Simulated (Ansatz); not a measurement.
## In$_{3}$Se: a faulty run and its cure

Intended: In$_{3}$Se, PBE, plane waves and PAW in Ansatz. The input:

```yaml
crystal:
  lattice:
    - [4.803758, 0.0, 0.0]
    - [0.0, 4.803758, 0.0]
    - [0.0, 0.0, 4.803758]
  atoms:
    - { symbol: In, position: [0.0, 0.5, 0.5] }
    - { symbol: In, position: [0.5, 0.0, 0.5] }
    - { symbol: In, position: [0.5, 0.5, 0.0] }
    - { symbol: Se, position: [0.0, 0.0, 0.0] }
basis:
  ecutwfc: 420
kpoints:
  mp_grid: { grid: [10, 10, 10] }
hamiltonian:
  xc: pbe
scf:
  occupations: { method: gaussian, width: 0.1 }
output:
  forces: true
  stress: true
  eigenvalues: true
magnetization:
  spin_orbit: true
```

Command:

```bash
ansatz run input.yaml --threads 1 --pin off --max-ram 2560MiB --backend cpu --events-out ev --progress --plain --runs-dir out
```

Output, shortened:

```text
Error: inconsistent input (magnetization.spin_orbit, magnetization.noncollinear): true requires noncollinear: true — spin–orbit coupling acts on 2-spinor wavefunctions; set both flags
```

Problem. Name the fault and the cure.

Solution. The fault is spin-orbit coupling without non-collinear spin. The coupling acts on two-component spinors. The cure is the spin-orbit key removed, as no coupling was intended (to keep it, non-collinear spin must be switched on).

Fix:

```diff
-magnetization:
-  spin_orbit: true
```

With the mended input the run converges and gives a pressure of -0.32 GPa, no gap.

Time of the mended run: 38 s on 1 thread of Intel(R) Xeon(R) Processor @ 2.50GHz (Skylake/Cascade Lake) (shared host), peak memory 0.46 GiB.